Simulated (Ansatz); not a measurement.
Given:

AlNi:
```
AlNi
1.0
    1.33893    -4.69332     0.00000
    1.33893     4.69332     0.00000
    0.00000     0.00000     4.00832
Al Ni
2 2
Direct
  0.65452   0.34548   0.25000
  0.34548   0.65452   0.75000
  0.92049   0.07951   0.25000
  0.07951   0.92049   0.75000
```

This is the PBE-relaxed structure.

Problem. All from PBE in the plane-wave PAW code Ansatz, unless another level is named. Estimate the formation energy from the elements (no fitted shifts).

Solution. -0.49 eV/atom.

Problem. Give the density of states at the Fermi level.

Solution. 0.51 states/eV per atom (mean over ±0.08 eV).

Space group Cmcm. The start of the workflow was typed in or built on a structure type; neither database checked (COD, Materials Project) lists it. It is not the phase usual at ambient conditions (space group No. 221). Symmetry was held in the PBE relaxation; its stability against distortions is not shown here. The workflow began spin-polarised and lost its moments. The references are the lowest solids computed at this level, not always the standard phases.

Potentials: the earlier of the program's two PAW sets.
